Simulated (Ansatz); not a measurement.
I (molecular I2 type) was relaxed and computed twice in Ansatz (plane waves, PAW), once with r²SCAN and once with r²SCAN+D4.

```csv
,run 1,run 2
cell,"a = 7.7437 Å, b = 4.6352 Å, c = 9.8535 Å, α = β = γ = 90.00°","a = 7.5108 Å, b = 4.5891 Å, c = 9.7913 Å, α = 90.00°, β = 90.00°, γ = 90.00°"
gap (eV),1.23,1.20
```

Task: Which run used which functional?

Result: Run 1 is r²SCAN, run 2 is r²SCAN+D4.

Weakly bound layers, chains or molecules computed without a dispersion correction, so cells and soft constants are ill determined: I, molecular I2 type with r²SCAN. All cells were relaxed under the symmetry of their starts (and spin orders); stability against distortions was not tested throughout. Scalar-relativistic: spin–orbit coupling is off unless named, which matters more the heavier the elements.

Potentials: the later of the program's two PAW sets.

Ansatz (a first-principles code) is a plane-wave DFT program.
